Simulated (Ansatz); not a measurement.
Space group R-3m:H (No. 166). a = 3.139 Å, b = 3.139 Å, c = 17.388 Å, α = 90.00°, β = 90.00°, γ = 120.00°
```csv
atom,site,symmetry,x,y,z
Ta,3b,-3m,0.6667,0.3333,0.8333
Cu,3a,-3m,0.0000,0.0000,0.0000
N,6c,3m,0.3333,0.6667,0.7728
```

Equation of state of this TaCuN2 structure (not necessarily the ground state), with shape and atoms relaxed at each volume where symmetry leaves them free. All numbers below come from DFT r2SCAN, scalar-relativistic, plane waves, PAW in Ansatz.

Cutoff 500 eV; k points 12×12×12 on the computed 4-atom cell (Γ-centred); Gaussian smearing, width 0.02 eV; no spin polarisation.

```
V (Å³/atom) E − E(largest V) (meV/atom) P (GPa) gap on mesh (eV)
     11.624                         6.15    15.23              0.60
     11.995                       -19.39     7.04              0.68
     12.366                       -27.34     0.00              0.75
     12.737                       -20.16    -6.05              0.80
     13.108                         0.00   -11.23              0.85
```

Problem. Fit a third-order Birch–Murnaghan equation to E(V).

Solution. V0 = 12.37 Å³/atom, B0 = 217 GPa, B0' = 4.1.

Spin-orbit coupling is left out, which matters for the bands of heavy elements.

Cost: 5 runs of about 11 core-minutes in all, on Intel Xeon Platinum 8375C (Ice Lake) (shared hosts).